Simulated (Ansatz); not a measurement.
Relaxed Ta (bcc, W type):

```xyz
2
Lattice="-3.3196 3.3196 3.3196 1.6598 -1.6598 1.6598 1.6598 1.6598 -1.6598" Properties=species:S:1:pos:R:3 pbc="T T T"
Ta     0.0000     0.0000     0.0000
Ta    -1.6598     1.6598     1.6598
```

In this cell atom 1 (Ta, nearest neighbour Ta at 2.875 Å; its periodic images, 2.9 Å or more away, move with it) is moved by s along Cartesian x, unit vector (1.000, 0.000, 0.000); all other atoms and the cell stay fixed.

Calculation: PBE (plane waves to 420 eV, PAW, scalar-relativistic; Ansatz, an electronic-structure program). k mesh 8×16×16 (Γ-centred), Fermi-Dirac smearing 0.05 eV. Energies are smeared free energies. With partly filled bands, energies and forces of such displacements shift with the k mesh and the smearing. On this mesh the relaxed cell isn't quite at rest: it carries a pressure of 0.2 GPa (compression positive) at the zero of the scan. Spin-orbit coupling is left out, though Ta is heavy. Ta is run without spin polarisation. Ta was relaxed with its symmetry unable to fall. ΔE is measured from the undisplaced structure. The last digit holds for this mesh only.

| s (Å) | ΔE (meV/cell) |
|---|---|
| -0.570 | withheld |
| -0.456 | 535.3 |
| -0.342 | 340.8 |
| -0.228 | 164.5 |
| -0.114 | 43.3 |
| 0.000 | 0.0 |
| 0.114 | 43.3 |
| 0.228 | 164.5 |
| 0.342 | 340.8 |
| 0.456 | 535.3 |
| 0.570 | withheld |

Fit an even polynomial form (powers 2, 4, 6) to the given rows and predict ΔE at s = -0.570.

Least squares on the 9 given rows: ΔE = (3374)·s² + (-4047)·s⁴ + (982.0)·s⁶, in meV/cell with s in Å; root-mean-square residual 0.10 meV/cell. At -0.570 the fit gives 702.7 meV/cell; the calculation gives 719.7 meV/cell, so the extrapolation is off by -17.0 (-2.4 %). The quadratic term alone would give 1096.2 meV/cell.

(A displaced cell: forces are minus the slopes of the energy, force constants its curvatures, and phonons follow from these.)
